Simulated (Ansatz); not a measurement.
Given:

RuSb$_{2}$ (space group Pnnm)

```cif
data_Ru2Sb4
_chemical_formula_sum 'Sb4 Ru2'
_space_group_name_H-M_alt 'Pnnm'
_space_group_IT_number 58
_space_group_name_Hall '-P 2 2n'
_cell_length_a 5.95718
_cell_length_b 6.66334
_cell_length_c 3.17624
_cell_angle_alpha 90.000
_cell_angle_beta 90.000
_cell_angle_gamma 90.000
loop_
_space_group_symop_operation_xyz
  'x, y, z'
  '-x, -y, -z'
  '-x, -y, z'
  'x, y, -z'
  'x+1/2, -y+1/2, -z+1/2'
  '-x+1/2, y+1/2, z+1/2'
  '-x+1/2, y+1/2, -z+1/2'
  'x+1/2, -y+1/2, z+1/2'
loop_
_atom_site_label
_atom_site_type_symbol
_atom_site_symmetry_multiplicity
_atom_site_Wyckoff_symbol
_atom_site_fract_x
_atom_site_fract_y
_atom_site_fract_z
_atom_site_occupancy
Sb1 Sb 4 g 0.18218 0.35735 0.00000 1
Ru1 Ru 2 a 0.00000 0.00000 0.00000 1
```

This relaxed cell (volume V₀) is scaled evenly in all directions, its shape held. The atoms relax within the cell's symmetry.

The numbers are results of PBEsol (plane waves to 420 eV, PAW, scalar-relativistic; Ansatz, a quantum-chemistry and plane-wave program), not measurements. k mesh 8×7×15 (Γ-centred), Fermi-Dirac smearing 0.05 eV. The energy includes the smearing's −TS. Compression counts positive. With the shape held, the modulus is that of even scaling; a crystal free to change shape is softer. At this level the bands of RuSb2 touch or barely overlap; measurements give the solid a gap. RuSb2 is run without spin polarisation. RuSb2 was relaxed with its symmetry unable to fall. Spin-orbit coupling is left out, though Sb is heavy. ΔE is measured from the relaxed starting cell.

The scan covers V/V₀ from 0.940 to 1.060 in 13 points.

What is the fitted pressure derivative B₀′?

4.9.

What bulk modulus at fixed cell shape B₀ follows from a third-order Birch-Murnaghan fit?

133 GPa.

(Under strain, the slope of the energy per volume gives the stress and its curvature an elastic modulus.)
